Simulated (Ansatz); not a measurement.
ScPd$_{3}$N (anti-perovskite, Pm-3m) at seven volumes, the program Ansatz at the PBE level (PAW), scaled uniformly. One row is withheld.

| V (Å³/atom) | P (GPa) |
|---|---|
| 13.516 | 18.88 |
| 13.962 | 11.44 |
| 14.407 | 5.22 |
| 14.853 | 0.00 |
| 15.298 | -4.37 |
| 15.744 | ? |
| 16.189 | -11.06 |

Question: Fit the shown pressures and predict the withheld one.

Answer: Third-order Birch–Murnaghan: P = (3/2)B₀(x^(7/2) − x^(5/2))[1 + (3/4)(B′ − 4)(x − 1)] with x = (V₀/V)^(2/3). Least squares on the six rows gives V₀ = 14.853 Å³/atom, B₀ = 158.7 GPa, B′ = 4.92. At V = 15.744, x = 0.9619 and P = -8.01 GPa. The run itself gave -8.01 GPa.

The start of the workflow was typed in or built on a structure type; neither database checked (COD, Materials Project) lists it. Its standing as an ambient phase is unchecked. The cell was relaxed with PBE under the symmetry of its start; whether a distortion lowers the energy is not shown. No spin polarisation was allowed.

Potentials: the later of the program's two PAW sets.
